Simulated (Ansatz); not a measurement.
BeSe (zinc blende, space group No. 216) under volume change, PBE (plane waves, PAW; program Ansatz), scaled uniformly.

```json
[
 {"V (Å³/atom)": "15.789", "E − E(relaxed) (meV/atom)": "38.4", "P (GPa)": "8.51"},
 {"V (Å³/atom)": "16.310", "E − E(relaxed) (meV/atom)": "16.2", "P (GPa)": "5.25"},
 {"V (Å³/atom)": "16.830", "E − E(relaxed) (meV/atom)": "[?]", "P (GPa)": "[?]"},
 {"V (Å³/atom)": "17.351", "E − E(relaxed) (meV/atom)": "0.0", "P (GPa)": "0.00"},
 {"V (Å³/atom)": "17.871", "E − E(relaxed) (meV/atom)": "3.5", "P (GPa)": "-2.09"},
 {"V (Å³/atom)": "18.392", "E − E(relaxed) (meV/atom)": "13.3", "P (GPa)": "-3.90"},
 {"V (Å³/atom)": "18.912", "E − E(relaxed) (meV/atom)": "[?]", "P (GPa)": "[?]"}
]
```

**Question.** Fill in the missing entries.

**Answer.** 
- 16.830, E − E(relaxed) (meV/atom): 3.9
- 16.830, P (GPa): 2.43
- 18.912, E − E(relaxed) (meV/atom): 28.6
- 18.912, P (GPa): -5.47

**Question.** What does a third-order Birch–Murnaghan fit give for V₀, B₀ and B′?

**Answer.** V₀ = 17.35 Å³/atom, B₀ = 75.1 GPa, B′ = 3.9.

Space group F-43m (zinc blende). The PBE relaxation kept the symmetry of its start.

Potentials: the later of the program's two PAW sets.
